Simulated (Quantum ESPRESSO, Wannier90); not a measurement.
## RbIO3 (R3m), plane waves to Wannier functions

Cell from Materials Project (mp-27193), symmetrised, no further relaxation. Not found in the COD (Crystallography Open Database) copy used; not checked further. Computed values, not measurements, from PBEsol: Quantum ESPRESSO (norm-conserving PseudoDojo potentials, cutoff 68 Ry, no spin polarisation, no spin-orbit coupling) on a Γ-centred 6×6×6 mesh, then Wannier90. Density: 8×8×8 mesh, cold smearing 0.01 Ry. Spin-orbit coupling is left out although heavy elements are present.

```
begin unit_cell_cart
ang
    3.1877301470    1.8404368585    2.6221100000
   -3.1877301470    1.8404368585    2.6221100000
    0.0000000000   -3.6808737170    2.6221100000
end unit_cell_cart
mp_grid = 6 6 6
```

Neighbour vectors b of the finite-difference formula (Å⁻¹), by shell:

```csv
shell,b_x,b_y,b_z
1,0.00000,-0.18967,0.13312
1,-0.16425,0.09483,0.13312
1,0.16425,0.09483,0.13312
1,0.00000,0.18967,-0.13312
1,0.16425,-0.09483,-0.13312
1,-0.16425,-0.09483,-0.13312
2,-0.16425,-0.09483,0.26625
2,0.16425,-0.09483,0.26625
2,0.00000,0.18967,0.26625
2,0.16425,0.09483,-0.26625
2,-0.16425,0.09483,-0.26625
2,0.00000,-0.18967,-0.26625
```

Q: Find the weights w_b from the completeness condition Σ_b w_b b_α b_β = δ_αβ.

A: Shell 1: Σ b_x² = 0.108, Σ b_y² = 0.108, Σ b_z² = 0.106 Å⁻²
Shell 2: Σ b_x² = 0.108, Σ b_y² = 0.108, Σ b_z² = 0.425 Å⁻²
Each of the three diagonal sums, weighted, has to give 1 and the off-diagonal ones 0, which holds for w_1 = 9.22 Å², w_2 = 0.05 Å². Check on xx: 9.22×0.108 + 0.05×0.108 = 1.00.

On this mesh the 3 functions of bands 18-20 (bands 18-20; start: SCDM (isolated), conv_tol = 1.0e-6) end with spreads 4.2119, 4.2303, 4.2470 Å², Ω_I = 12.2858 Å² and Ω_D = 0.0205 Å².

Ω_total is the sum of the spreads, 12.689 Å². Ω_OD = Ω_total − Ω_I − Ω_D = 0.383 Å². Only (Ω_D + Ω_OD)/Ω_total = 3.2 % depends on the gauge, and another start could lower the total by that share at most. The rms radius is √(Ω_total/3) = 2.06 Å.
